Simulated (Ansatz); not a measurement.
Relaxed-ion elastic tensor of Ti in space group P6/mmm (No. 191; Ti on 1a, Ti on 2d) in GPa (Voigt order), the program Ansatz at the r²SCAN level (PAW); density 4.67 g/cm³, 17.01 Å³ per atom.

```csv
,1,2,3,4,5,6
1,208,84.5,52.7,0.0,0.0,0.0
2,84.5,208,52.7,0.0,0.0,0.0
3,52.7,52.7,266,0.0,0.0,0.0
4,0.0,0.0,0.0,62.9,0.0,0.0
5,0.0,0.0,0.0,0.0,62.9,0.0
6,0.0,0.0,0.0,0.0,0.0,61.9
```

**Question.** Is the crystal mechanically stable?

**Answer.** Yes: the smallest eigenvalue of C is 61.9 GPa.

**Question.** Work out the Voigt, Reuss and Hill averages.

**Answer.** K_V = 118, K_R = 118, K_H = 118; G_V = 70.4, G_R = 67.7, G_H = 69.0 GPa.

**Question.** Give Young's modulus, Poisson's ratio, Pugh's ratio and the universal anisotropy index.

**Answer.** E = 9KG/(3K + G) = 173 GPa; ν = 0.25; K/G = 1.71 (near the Pugh limit of 1.75, no verdict); A_U = 5G_V/G_R + K_V/K_R − 6 = 0.20.

**Question.** Estimate the sound speeds and the Debye temperature.

**Answer.** v_l = √((K + 4G/3)/ρ) = 6700 m/s, v_t = √(G/ρ) = 3840 m/s, mean 4270 m/s; Θ = (h/k)(3n/4πV)^(1/3) v_m = 494 K.

**Question.** Solve the Christoffel equation for the three sound speeds along x, y, z.

**Answer.** Eigenvalues of C_ijkl n_j n_l equal ρv². In km/s, slowest first: x 3.64, 3.67, 6.68; y 3.64, 3.67, 6.68; z 3.67, 3.67, 7.54.

**Question.** How much does each axis shrink under pressure?

**Answer.** Linear compressibilities β_i = Σ_j S_ij (j = 1 to 3): x 2.9, y 2.9, z 2.6 per TPa.

This is a known high-pressure phase of the composition, computed here at zero pressure and temperature. Symmetry was held in the r²SCAN relaxation; of distortions, only those at the zone centre were tested. The run is not spin-polarised. As this level gives no gap, shear constants depend on the k-mesh and smearing (Fermi–Dirac, 0.1 eV here).

Potentials: the later of the program's two PAW sets.
